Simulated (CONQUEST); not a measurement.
Set-up for a self-consistent single point of TaAs (I4_1md, 8 atoms in the cell; from Materials Project mp-1936, changed as shown).

```xyz
8
Lattice="3.5125 0.0000 0.0000 0.0000 3.5125 0.0000 0.0000 0.0000 11.9706" Properties=species:S:1:pos:R:3 pbc="T T T"
Ta     1.7563     0.0000     2.9923
Ta     1.7563     1.7563    11.9702
Ta     0.0000     1.7563     8.9776
Ta     0.0000     0.0000     5.9849
As     1.7563     0.0000     9.9671
As     0.0000     0.0000     0.9891
As     0.0000     1.7563     3.9818
As     1.7563     1.7563     6.9744
```

All values come from this method and carry its errors: PBE, numerical atomic orbitals double-zeta with polarisation (the shipped basis), PseudoDojo norm-conserving potentials made for PBE (CONQUEST).

CONQUEST settings:

| key | value |
|---|---|
| basis | DZP |
| Diag.MPMeshX, Y, Z | 6 6 2 |
| potentials | PseudoDojo norm-conserving PBE |
| Grid.GridCutoff | 175 Ha |
| DM.SolutionMethod | diagon |
| Diag.kT | 0.004998 Ha |
| Diag.GammaCentred | true |
| minE.SCTolerance | 1.0e-06 |
| SC.MaxIters | 100 |
| SC.LinearMixingFactor | 0.5 |
| SC.KerkerPreCondition | true |
| SC.KerkerFactor | 0.5 1/bohr |
| AtomMove.TypeOfRun | static |

Results:

- Number of valence electrons = 112
- Number of bands = 148
- Number of k-points after the program's reduction = 60
- Size of the basis = 148
- Number of SCF iterations = 14
- FFT grid = 40 × 40 × 144
- Free energy E − TS = -18632.4903 eV
- Pressure = -5.10 GPa

Stress (GPa, positive for compression):
```
-5.07   0.00   0.00
 0.00  -5.07   0.00
 0.00   0.00  -5.16
```

For comparison: a first run was changed to give this one (lattice scaled by 1.02), and from it to this one the free energy goes up by 4.3 meV/atom and the pressure goes from 4.85 to -5.10 GPa.

Spin-orbit coupling is left out, which matters for bands and gaps with elements this heavy. The program uses no crystal symmetry, so grid and mesh can part values that symmetry would make equal. The atom-centred basis is finite, which shifts total energies and pressures against plane waves. The structure comes from a collection of computed structures, made at another level of theory; the collection holds predicted forms beside known ones. No clean gap shows at this smearing width and mesh (spacing up to 0.30 Å⁻¹); the mesh is coarse for partly filled bands, so the values carry mesh errors.

Cost on one core: roughly 110 core-seconds.
